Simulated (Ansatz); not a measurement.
**Question.** Y (hcp (Mg type), space group No. 194) is relaxed with plane-wave PAW PBE (Ansatz code). What lattice parameters of the conventional cell result?

**Answer.** a = 3.658 Å, c = 5.680 Å.

Space group P6_3/mmc (hcp (Mg type)). The cell was relaxed with PBE under the symmetry of its start. The run is not spin-polarised. Axis ratios of metals converge slowly with the k-mesh, so a and c are less sure than the volume.

Potentials: the later of the program's two PAW sets.
